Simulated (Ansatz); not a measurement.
Relaxed SiO2 (alpha-cristobalite type, space group P4_12_12):

```xyz
12
Lattice="5.0828 0.0000 0.0000 0.0000 5.0828 0.0000 0.0000 0.0000 7.0981" Properties=species:S:1:pos:R:3 pbc="T T T"
Si     1.4946     1.4946     0.0000
Si     4.0360     1.0468     5.3235
Si     1.0468     4.0360     1.7745
Si     3.5882     3.5882     3.5490
O      1.2255     0.4771     1.2382
O      3.7669     2.0642     4.0854
O      1.3159     3.0185     0.5363
O      3.8573     4.6056     4.7872
O      4.6056     3.8573     2.3108
O      2.0642     3.7669     3.0127
O      3.0185     1.3159     6.5617
O      0.4771     1.2255     5.8599
```

The atoms are displaced by Q × the pattern below (from a DFPT mode at Γ, largest move 1; Q in Å), at fixed cell.

```json
[
 {"atom": "Si1", "x": "-0.144", "y": "0.144", "z": "0.558"},
 {"atom": "Si2", "x": "0.144", "y": "0.144", "z": "0.558"},
 {"atom": "Si3", "x": "-0.144", "y": "-0.144", "z": "0.558"},
 {"atom": "Si4", "x": "0.144", "y": "-0.144", "z": "0.558"},
 {"atom": "O5", "x": "0.107", "y": "0.865", "z": "-0.490"},
 {"atom": "O6", "x": "-0.107", "y": "0.865", "z": "-0.490"},
 {"atom": "O7", "x": "0.107", "y": "-0.865", "z": "-0.490"},
 {"atom": "O8", "x": "-0.107", "y": "-0.865", "z": "-0.490"},
 {"atom": "O9", "x": "0.865", "y": "0.107", "z": "-0.490"},
 {"atom": "O10", "x": "-0.865", "y": "0.107", "z": "-0.490"},
 {"atom": "O11", "x": "0.865", "y": "-0.107", "z": "-0.490"},
 {"atom": "O12", "x": "-0.865", "y": "-0.107", "z": "-0.490"}
]
```

All values below come from PBE (plane waves to 420 eV, PAW, scalar-relativistic; Ansatz, an electronic-structure program). k mesh 5×5×4 (Γ-centred), Fermi-Dirac smearing 0.05 eV. Energies are smeared free energies. SiO2 was relaxed with its symmetry unable to fall. The PAW data are Ansatz's earlier set. ΔE is measured from the undisplaced structure.

```
Q (Å)   ΔE (meV/cell)
------  -------------
-0.180          12648
-0.120           5197
-0.060           1236
0.000               0
0.060            1236
0.120            5197
0.180           12648
```

**Question.** Which DFPT wavenumber at Γ belongs to this mode?
A) 1047 cm⁻¹
B) 34 cm⁻¹
C) 205 cm⁻¹
D) 586 cm⁻¹

**Answer.** A, 1047 cm⁻¹. The curvature of the scan gives 1047 cm⁻¹

(For displaced atoms, the force is minus the slope of the energy, and its curvature is a force constant, which sets phonon frequencies.)
